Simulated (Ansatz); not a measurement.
# Calculated ¹⁷O nuclear quadrupole resonance for SiO2

Cell: a COD entry, its atoms then relaxed with PBE in this cell.

Space group P4_12_12 (No. 92); a = 4.9860, c = 6.9770 Å.

| site | Wyckoff | site symmetry | x | y | z |
| --- | --- | --- | --- | --- | --- |
| Si | 4a | ..2 | 0.3032 | 0.3032 | 0.0000 |
| O | 8b | 1 | 0.2376 | 0.1127 | 0.1831 |

One atom of each set is listed.

The numbers come from a DFT calculation in Ansatz (PBE, plane waves and PAW, scalar-relativistic, 420 eV cutoff, Γ-centred 5×5×4 k-points, Fermi–Dirac smearing 0.02 eV).

¹⁷O: I = 5/2, Q = -25.58 mb (year-2017 value). Static lattice, zero field.

Question: The simulated lines lie at 0.913, 1.75 MHz. What are |C_Q|, η and |V_zz| at O?

Answer: For I = 5/2 and η = 0 the lines are 3|C_Q|/20 and twice that; η pulls their ratio below 2. Here |C_Q| = 5.89 MHz, η = 0.18 and |V_zz| = 9.52 × 10²¹ V/m². The calculation gives V_zz positive; the lines don't show the sign. The site has 2 Si at 1.62–1.63 Å, angle 144°.

At O V_zz runs parallel to the line that joins its two neighbours (within 1°).

The relaxation (6 steps) took 53 s of wall time (53 s of CPU time) and 0.58 GiB at its peak, on 1 thread of Intel Xeon Platinum 8259CL CPU @ 2.50GHz (Skylake/Cascade Lake) (x86_64; 44 cores open to the job, memory cap 2.5 GiB, no GPU), a shared host with a load of 0.5 a core.
